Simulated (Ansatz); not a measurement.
Values for one crystal, relaxed and computed with LDA in the plane-wave PAW code Ansatz; other levels are named.

| Quantity | Result |
|---|---|
| Volume per atom | 18.96 Å³ |
| Electronic character | metallic (no gap) |
| Debye temperature from the elastic constants | 388 K |
| Young's modulus | 15.5 GPa |
| Highest zone-centre frequency | 329 cm⁻¹ |
| Elastic constants (relaxed ions, GPa) | C11 = 23.2, C12 = 14.2, C13 = 7.4, C33 = 30.8, C44 = 5.2 |
| Poisson's ratio | 0.33 |

Which compound is it?
A. Mg, hcp (Mg type)
B. Eu, hcp (Mg type)
C. Li, hcp (Mg type)
D. Sc, hcp (Mg type)

C, Li, hcp (Mg type)

Space group P6_3/mmc (hcp (Mg type)). The first step of the workflow began from a Materials Project structure, measured or hypothetical; the Crystallography Open Database files this formula in space group No. 194, but the cells were not matched. It is not the phase usual at ambient conditions (space group No. 229). The LDA relaxation kept the symmetry of its start; of distortions, only those at the zone centre were tested. As this level gives no gap, shear constants depend on the k-mesh and smearing (Fermi–Dirac, 0.1 eV here). As this level gives no gap, phonon frequencies hold no LO–TO term and depend on the k-mesh and smearing (Fermi–Dirac, 0.1 eV here).

Potentials: the earlier of the program's two PAW sets.
